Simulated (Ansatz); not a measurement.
S:
```
CELL_PARAMETERS angstrom
      0.00000     6.39682    12.27111
      5.22143     0.00000    12.27111
      5.22143     6.39682     0.00000
ATOMIC_POSITIONS crystal
  S  0.88401 0.76631 0.77297
  S  0.76631 0.88401 0.57672
  S  0.57672 0.77297 0.76631
  S  0.77297 0.57672 0.88401
  S  0.36599 0.48369 0.47703
  S  0.48369 0.36599 0.67328
  S  0.67328 0.47703 0.48369
  S  0.47703 0.67328 0.36599
  S  0.81826 0.93819 0.89735
  S  0.93819 0.81826 0.34620
  S  0.34620 0.89735 0.93819
  S  0.89735 0.34620 0.81826
  S  0.43174 0.31181 0.35265
  S  0.31181 0.43174 0.90380
  S  0.90380 0.35265 0.31181
  S  0.35265 0.90380 0.43174
  S  0.01710 0.88458 0.79786
  S  0.88458 0.01710 0.30047
  S  0.30047 0.79786 0.88458
  S  0.79786 0.30047 0.01710
  S  0.23290 0.36542 0.45214
  S  0.36542 0.23290 0.94953
  S  0.94953 0.45214 0.36542
  S  0.45214 0.94953 0.23290
  S  0.95019 0.05902 0.61873
  S  0.05902 0.95019 0.37206
  S  0.37206 0.61873 0.05902
  S  0.61873 0.37206 0.95019
  S  0.29981 0.19098 0.63127
  S  0.19098 0.29981 0.87794
  S  0.87794 0.63127 0.19098
  S  0.63127 0.87794 0.29981
```

This is the r²SCAN+D4-relaxed structure.

Question: All from plane-wave PAW r²SCAN+D4 (Ansatz code), unless another level is named. Give the band gap.

Answer: 2.29 eV (indirect).

Question: Give the smallest direct gap on the standard path.

Answer: 2.45 eV.

Question: Give the valence-band maximum.

Answer: at Γ.

Space group Fddd (α-S8). The r²SCAN+D4 relaxation kept the symmetry of its start.

Potentials: the later of the program's two PAW sets.
